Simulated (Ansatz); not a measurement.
The elements of this relaxed trial crystal are hidden behind letters.

```
lattice vectors (Å)
   3.8537    0.0000    0.0000
  -1.9268    3.3374    0.0000
   0.0000    0.0000   18.8491
fractional positions
X 0.0000 0.0000 0.6568
X 0.0000 0.0000 0.0000
X 0.0000 0.0000 0.3432
X 0.0000 0.0000 0.8284
X 0.0000 0.0000 0.1716
Z 0.0000 0.0000 0.5000
Q 0.3333 0.6667 0.7426
Q 0.3333 0.6667 0.0858
Q 0.6667 0.3333 0.9142
Q 0.6667 0.3333 0.2574
Q 0.3333 0.6667 0.4294
Q 0.6667 0.3333 0.5706
```

The calculation used Ansatz 0.2.0, DFT PBE, scalar-relativistic, plane waves, PAW. The final run on the 12-atom cell used 420 eV, a Γ-centred 12×12×2 mesh, 0.01 eV smearing and collinear spin.

* Space group: P-3m1 (No. 164)
* Conventional cell: a = 3.854 Å, c = 18.849 Å
* Volume per atom: 20.20 Å³
* Density: 4.48 g/cm³
* Formation energy: −1.016 eV/atom
* Gap on the 12×12×2 mesh of the 12-atom cell: 0.26 eV
* Net moment per atom: 0.17 μB

Energies are uncorrected and count from the elements' standard states at the same level.

Question: X is an s-block element of period 3, Z is a d-block element of period 4 and Q is a p-block element of period 4. Which elements are they?

Answer: X = Mg, Z = Ni, Q = Se, so the formula is Mg5NiSe6. Density times volume gives a mean mass of 4.48 × 20.20/1.6605 = 54.5 u per atom, and this set has 54.5 u. Mg on a site of symmetry 3m has 6 Se at 2.75–2.76 Å, 1 Ni at 2.96 Å and 1 Mg at 3.23 Å; Ni is surrounded by 6 Se at 2.59 Å and 2 Mg at 2.96 Å; Se on its first site has 6 Mg at 2.75 Å; 4 more sites not described. Other sets within the hints have nearly the same mass, so mass alone doesn't settle it; this one was computed.

Kohn–Sham gaps at this level usually fall short of measured ones. No Hubbard U is applied to the 3d shell of Ni. Another magnetic order may lie lower. Symmetry constrained the relaxation, so the result can be a saddle point.
